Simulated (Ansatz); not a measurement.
Ti2AlGe3 in space group Amm2 (No. 38; Pearson symbol oS12), PBE (plane waves, PAW; program Ansatz), all energies at zero smearing, with the estimated change up to a 700 eV cutoff added, with one set of potentials and settings (totals compare only within such a set). Cell of 6 atoms (2 Ti, 1 Al, 3 Ge): -18424.635 eV.

```
element              reference phase  E (eV/atom)
-------  ---------------------------  -----------
Ti       P6/mmm, 3 atoms in the cell   -2499.6763
Al        Fm-3m, 1 atoms in the cell    -537.5055
Ge        Fd-3m, 2 atoms in the cell   -4294.9907
```

Formation energy per atom, worked out: (-18424.635 − 2×(-2499.6763) − 1×(-537.5055) − 3×(-4294.9907))/6 = -0.468 eV/atom (-45 kJ per mol of atoms), at 0 K, without zero-point energy or fitted corrections.

The first step of the workflow began from a Materials Project structure, measured or hypothetical; the Crystallography Open Database copy checked does not list it. With Al and Ge taken as one species the cell has the higher symmetry Cmcm, so it may be an ordered model of a mixed-site phase. Its standing as an ambient phase is unchecked. The PBE relaxation kept the symmetry of its start; its stability against distortions is not shown here. No spin polarisation was allowed. The references are the lowest solids computed at this level, not always the standard phases.

Potentials: the earlier of the program's two PAW sets.
